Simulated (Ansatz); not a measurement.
CaO (rock salt)

```xyz
2
Lattice="0.0000 2.3835 2.3835 2.3835 0.0000 2.3835 2.3835 2.3835 0.0000" Properties=species:S:1:pos:R:3 pbc="T T T"
O      0.0000     0.0000     0.0000
Ca     2.3835     2.3835     2.3835
```

The slice is a {110} plane (indices of the conventional cell) through the point (0.500, 0.500, 0.500) (fractional), spanned by u = [100] and v = [1 -1 -1] in vectors of this cell: u (3.37 Å) and v (4.77 Å, at 90° to u). It covers one period; positions are fractions (u, v).

Calculation: PBEsol (plane waves to 420 eV, PAW, scalar-relativistic; Ansatz, a first-principles code). k mesh 12×12×12. Inside the PAW spheres the values are not all-electron values, and peaks at nuclei hang on which shells count as valence. CaO was relaxed with its symmetry unable to fall.

**Question.** What is the valence density on the shortest O–Ca line in this plane (2.38 Å), at its midpoint?

**Answer.** 0.27 e/Å³.

**Question.** What is the ELF at the midpoint of the shortest O–Ca line in this plane (2.38 Å)?

**Answer.** 0.10.

**Question.** Predict the map of the valence electron density on the slice.

**Answer.** 
```
|@@@@@@##**==::........::==**##@@@@|
|@@@@%%##++--....    ....--++##%%@@|
|%%####++==::..        ..::==++####|
|****++==::..            ..::==++**|
|====--::....            ....::--==|
|------::....            ....::----|
|====----::..            ..::----==|
|++++++==--::..        ..::--==++++|
|####**++==--....    ....--==++**##|
|%%%%##**==--::..    ..::--==**##%%|
|@@@@%%##++==::........::==++##%%@@|
|@@@@%%##++==::........::==++##%%@@|
|@@@@%%##++==::........::==++##%%@@|
|%%%%##**==--::..    ..::--==**##%%|
|####**++==--....    ....--==++**##|
|++++++==--::..        ..::--==++++|
|====----::..            ..::----==|
|------::....            ....::----|
|====--::....            ....::--==|
|****++==::..            ..::==++**|
|%%####++==::..        ..::==++####|
|@@@@%%##++--....    ....--++##%%@@|
|@@@@@@##**==::........::==**##@@@@|
|@@@@@@%%**==::........::==**%%@@@@|
```
Scale: ten equal steps from -1.42 (start of ' ') to 0.88 (end of '@'), in the order ' .:-=+*#%@'. Values: log₁₀ of the valence density in e/Å³. The map has 17 points along u (two characters each, u = 0 at the left) and 24 along v (v = 0 in the bottom row). The scale is logarithmic, as a density can span decades between atoms and voids.
